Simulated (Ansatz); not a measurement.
TaCuN2 in space group R-3m (No. 166; Ta on 3b, Cu on 3a, N on 6c), the program Ansatz at the LDA level (PAW). The conduction-band minimum lies at L, with 3 equivalent valleys. Second derivatives d²E/dk² of the lowest band at one valley (eV·Å²), along Cartesian directions:

```
direction  d²E/dk²
---------  -------
[100]        25.78
[010]        33.08
[001]        25.39
[110]        29.47
[101]        25.59
[011]        4.376
```

Problem. Find the principal effective masses, the density-of-states mass and the conductivity mass.

Solution. Off-diagonal terms follow from H_xy = H[110] − (H_xx + H_yy)/2, and m*/mₑ = 7.620 eV·Å² over each eigenvalue: 0.14, 0.30, 1.9. One valley's DOS mass (m₁m₂m₃)^(1/3) = 0.43, conductivity mass 3/(Σ 1/mᵢ) = 0.27 mₑ.

Problem. What effective density of states Nc follows at 300 K for parabolic valleys?

Solution. Nc = 2.509e19 × 3 × (0.43)^(3/2) ≈ 2.1e19 cm⁻³.

Problem. With the computed static dielectric constant 92.6 (mean of the diagonal), estimate a hydrogenic donor's binding energy and radius.

Solution. E = 13.606 eV × 0.27/92.6² ≈ 0.43 meV; a = 0.529 Å × ε/m* ≈ 180 Å. Semilocal masses tend to be too small when the gap is underestimated.

The first step of the workflow began from a Materials Project structure, measured or hypothetical; the Crystallography Open Database files this formula in space group No. 166, but the cells were not matched. Whether it is the stable phase at ambient conditions was not checked. The LDA relaxation kept the symmetry of its start; its stability against distortions is not shown here. The run is not spin-polarised. Spin–orbit coupling is left out wherever it is not named.

Potentials: the later of the program's two PAW sets.
